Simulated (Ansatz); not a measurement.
Hf₃As:
```yaml
crystal:
  lattice:
    - [7.70981, 2.69425, 0.00000]
    - [-7.70981, 2.69425, 0.00000]
    - [-0.08769, 0.00000, 15.35177]
  atoms:
    - { symbol: Hf, position: [0.87748, 0.04360, 0.30804] }
    - { symbol: Hf, position: [0.12252, 0.95640, 0.69196] }
    - { symbol: Hf, position: [0.04360, 0.87748, 0.19196] }
    - { symbol: Hf, position: [0.95640, 0.12252, 0.80804] }
    - { symbol: Hf, position: [0.57624, 0.46048, 0.33333] }
    - { symbol: Hf, position: [0.42376, 0.53952, 0.66667] }
    - { symbol: Hf, position: [0.46048, 0.57624, 0.16667] }
    - { symbol: Hf, position: [0.53952, 0.42376, 0.83333] }
    - { symbol: Hf, position: [0.94961, 0.47127, 0.40522] }
    - { symbol: Hf, position: [0.05039, 0.52873, 0.59478] }
    - { symbol: Hf, position: [0.47127, 0.94961, 0.09478] }
    - { symbol: Hf, position: [0.52873, 0.05039, 0.90522] }
    - { symbol: Hf, position: [0.56853, 0.87876, 0.48939] }
    - { symbol: Hf, position: [0.43147, 0.12124, 0.51061] }
    - { symbol: Hf, position: [0.87876, 0.56853, 0.01061] }
    - { symbol: Hf, position: [0.12124, 0.43147, 0.98939] }
    - { symbol: Hf, position: [0.80223, 0.70331, 0.51668] }
    - { symbol: Hf, position: [0.19777, 0.29669, 0.48332] }
    - { symbol: Hf, position: [0.70331, 0.80223, 0.98332] }
    - { symbol: Hf, position: [0.29669, 0.19777, 0.01668] }
    - { symbol: Hf, position: [0.99876, 0.53144, 0.80152] }
    - { symbol: Hf, position: [0.00124, 0.46856, 0.19848] }
    - { symbol: Hf, position: [0.53144, 0.99876, 0.69848] }
    - { symbol: Hf, position: [0.46856, 0.00124, 0.30152] }
    - { symbol: As, position: [0.66621, 0.42183, 0.66760] }
    - { symbol: As, position: [0.33379, 0.57817, 0.33240] }
    - { symbol: As, position: [0.42183, 0.66621, 0.83240] }
    - { symbol: As, position: [0.57817, 0.33379, 0.16760] }
    - { symbol: As, position: [0.10497, 0.93715, 0.37187] }
    - { symbol: As, position: [0.89503, 0.06285, 0.62813] }
    - { symbol: As, position: [0.93715, 0.10497, 0.12813] }
    - { symbol: As, position: [0.06285, 0.89503, 0.87187] }
```

Relaxed with r²SCAN. Special points in fractions of this cell's reciprocal vectors: Γ (0.000, 0.000, 0.000); C (0.281, 0.281, 0.000); C2 (-0.281, 0.719, 0.000); Y2 (-0.500, 0.500, 0.000); M2 (-0.500, 0.500, 0.500); D (-0.280, 0.720, 0.500); D2 (0.280, 0.280, 0.500); A (0.000, 0.000, 0.500); L2 (0.000, 0.500, 0.500); V2 (0.000, 0.500, 0.000).

Problem. List the band energies nearest the Fermi level at these points for plane-wave PAW r²SCAN (Ansatz code).

Solution. In eV from the Fermi level; about four levels below and three above (degenerate sets whole), none deeper than 8.9 eV; points with the same levels are listed once.

```
k                           below                above
--  -----------------------------  -------------------
Γ   -0.55 -0.55 -0.34 -0.29 -0.01       0.06 0.35 0.39
C          -0.31 -0.22 -0.04 0.00       0.14 0.16 0.25
Y2        -0.45 -0.37 -0.28 -0.08       0.14 0.20 0.28
M2        -0.24 -0.24 -0.02 -0.02  0.29 0.29 0.47 0.47
D         -0.31 -0.31 -0.12 -0.12  0.06 0.06 0.09 0.09
A         -0.53 -0.53 -0.29 -0.29  0.07 0.07 0.37 0.37
L2        -0.39 -0.20 -0.10 -0.09       0.12 0.22 0.22
V2        -0.40 -0.39 -0.08 -0.02       0.03 0.11 0.17
```

Space group C2/c. The workflow started from a Materials Project entry (that database holds measured and hypothetical structures alike); the Crystallography Open Database files this formula in space group No. 15, but the cells were not matched. Its standing as an ambient phase is unchecked. The cell was relaxed with r²SCAN under the symmetry of its start; its stability against distortions is not shown here. No spin polarisation was allowed. Scalar-relativistic: spin–orbit coupling is off unless named, which matters more the heavier the elements.

Potentials: the later of the program's two PAW sets.
